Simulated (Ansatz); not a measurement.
A relaxed cell of Rh (Fm-3m (No. 225)), relaxed on a k-mesh at least as fine as the one used below. These are r2SCAN (plane waves to 500 eV, PAW, scalar-relativistic; Ansatz, an electronic-structure program) values and carry that method's errors. Γ-centred k-mesh 15×15×8 on the run's cell (coarser than for final values), Fermi–Dirac smearing 0.05 eV.

```
CELL_PARAMETERS angstrom
      0.00000     1.90006     1.90006
      1.90006     0.00000     1.90006
      3.80012     3.80012     0.00000
ATOMIC_POSITIONS crystal
  Rh 0.00000 0.00000 0.00000
  Rh 0.00000 0.00000 0.50000
```

The atoms are displaced by (Å):

```tsv
atom	ux	uy	uz
Rh1	0.041	-0.061	0.050
Rh2	-0.045	-0.124	-0.024
```

Problem. What forces (eV/Å) and pressure result?

Solution. 
```csv
atom,Fx,Fy,Fz
Rh1,-0.52,-0.44,-0.07
Rh2,0.52,0.44,0.07
```

Pressure +0.8 GPa.

No spin polarisation in the result.

The run that gave the undisplaced cell could not lose the symmetry of its start; a randomly shaken copy of 2 atoms returns to this structure.
